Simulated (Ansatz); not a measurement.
# LiHPd: course of a relaxation

Method: DFT PBEsol, scalar-relativistic, plane waves, PAW (Ansatz). (420 eV cutoff, 16×16×10 k-mesh, Gaussian smearing of 0.10 eV, no spin polarisation)

What was changed: biaxial strain in the a-b plane, c and atoms relaxed: -1.0 %.

Command:

```bash
ansatz run input.yaml --threads 1 --pin off --max-ram 1331MiB --backend cpu --events-out ev --progress --plain --runs-dir out
```

Input:

```yaml
crystal:
  lattice:
    - [2.7264889921, 0.0, 0.0]
    - [0.0, 2.7264889921, 0.0]
    - [0.0, 0.0, 3.9611592916]
  atoms:
    - { symbol: Li, position: [0.5, 0.5, 0.5] }
    - { symbol: H, position: [0.5, 0.5, 0.0] }
    - { symbol: Pd, position: [0.0, 0.0, 0.0] }
basis:
  ecutwfc: 420
kpoints:
  mp_grid: { grid: [16, 16, 10] }
hamiltonian:
  xc: pbesol
scf:
  occupations: { method: gaussian, width: 0.1 }
output:
  forces: true
  stress: true
  eigenvalues: true
relax:
  adjacent_minimum: "off"
  f_tol: 0.008
  max_steps: 40
  cell: { stress_tol: 0.015, fix: [a, b, gamma] }
```

F is the free energy. Steps run on the plane waves of an earlier cell, but the last one, and at times one on the way, on a freshly chosen basis, so a repeated geometry can differ a little in energy. The held parts of the cell keep their stress, so P needn't end at zero.

Steps:

```tsv
step	F − F(1) (eV)	largest force component (eV/Å)	V (Å³/atom)	P (GPa)
1	0.0000	0.000	9.815	2.33
2	0.0000	0.000	9.808	2.38
3	0.0000	0.000	9.805	2.39
4	0.0000	0.000	9.805	2.39
```

Relaxed structure:

```yaml
crystal:
  lattice:
    - [2.72649, 0.00000, 0.00000]
    - [0.00000, 2.72649, 0.00000]
    - [0.00000, 0.00000, 3.95714]
  atoms:
    - { symbol: Li, position: [0.50000, 0.50000, 0.50000] }
    - { symbol: H, position: [0.50000, 0.50000, 0.00000] }
    - { symbol: Pd, position: [0.00000, 0.00000, 0.00000] }
```

It takes space group P4/mmm (No. 123, tetragonal). The conventional cell has a = 2.726 Å, b = 2.726 Å, c = 3.957 Å, α = 90.00°, β = 90.00°, γ = 90.00°. Li (site symmetry 4/mmm) is surrounded by 2 H at 1.98 Å. Around H (site symmetry 4/mmm) lie 4 Pd at 1.93 Å and 2 Li at 1.98 Å. Pd (site symmetry 4/mmm) has 4 H at 1.93 Å as nearest neighbours.

The run converged. The run took roughly 30 core-seconds.